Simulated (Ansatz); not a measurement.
**Computed properties of SnGe**

SnGe:
```yaml
crystal:
  lattice:
    - [3.61143, 0.00000, 0.00000]
    - [0.00000, 3.61143, 0.00000]
    - [0.00000, 0.00000, 3.61143]
  atoms:
    - { symbol: Sn, position: [0.00000, 0.00000, 0.00000] }
    - { symbol: Ge, position: [0.50000, 0.50000, 0.50000] }
```

Space group Pm-3m (No. 221), CsCl type; conventional cell a = b = c = 3.611 Å, α = β = γ = 90.00°.

Method: the program Ansatz at the PBE level (PAW). The cell and atoms are relaxed at this level. Other levels are named where they apply.

### Cell and energy

```
Quantity                                                     Result
-----------------------------------------------------  ------------
Volume per atom                                            23.55 Å³
Density                                                  6.75 g/cm³
Formation energy from the elements (no fitted shifts)  0.22 eV/atom
```

### Electronic structure

```
Quantity                                                                     Value
------------------------------------  --------------------------------------------
Electronic character                                             metallic (no gap)
Density of states at the Fermi level  0.57 states/eV per atom (mean over ±0.08 eV)
```

### Mechanics

```
Quantity                              Result
----------------------------------  --------
Bulk modulus (Birch–Murnaghan fit)  54.8 GPa
Pressure derivative B′                   3.5
```

The cell is a constructed one: a structure type filled with these elements; neither database checked (COD, Materials Project) lists it. Its standing as an ambient phase is unchecked. Symmetry was held in the PBE relaxation; its stability against distortions is not shown here. The references are the lowest solids computed at this level, not always the standard phases. Spin–orbit coupling is left out wherever it is not named.

Potentials: the later of the program's two PAW sets.
